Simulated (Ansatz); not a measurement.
InPt$_{3}$, DFT, PBEsol, all-electron PAW with datasets made for the crystal, scalar-relativistic (Ansatz 0.2.0), run on 1 thread of Arm Neoverse V2 on a shared host.

The cell is COD entry 9009698, as deposited and not checked against the literature; nothing was relaxed. The listed cell was then made from it by scaling, straining or moving an atom.

Command: `ansatz run input.yaml --threads 1 --pin off --max-ram 4096MiB --backend cpu --events-out ev --progress --plain --runs-dir out`

```yaml
crystal:
  lattice:
    - [4.0404797024, 0.0, 0.0]
    - [0.0, 4.0404797024, 0.0]
    - [0.0, 0.0, 4.0404797024]
  atoms:
    - { symbol: In, position: [0.0, 0.0, 0.0] }
    - { symbol: Pt, position: [0.5, 0.5, 0.0] }
    - { symbol: Pt, position: [0.0, 0.5, 0.5] }
    - { symbol: Pt, position: [0.5, 0.0, 0.5] }
kpoints:
  mp_grid: { grid: [10, 10, 10] }
scf:
  occupations: { method: fermi_dirac, width: 0.05 }
hamiltonian:
  xc: pbesol
  pseudopotentials: { kind: all_electron, datasets: crystal }
output:
  forces: true
  stress: true
  eigenvalues: true
  efg: { contact_densities: true }
```

How large is the problem that the program sets up?

56 irreducible k-points, 619 plane waves at Γ, 28 bands.

Estimate the wall time and the peak memory.

18 s of wall time for 9 SCF iterations, with a peak of 0.79 GiB. Times on shared machines scatter by tens of per cent.

And the same cell and mesh by PAW (frozen-core files), asked for forces, stress, eigenvalues, efg, on the same hardware?

8.3 s, peak memory 0.46 GiB.
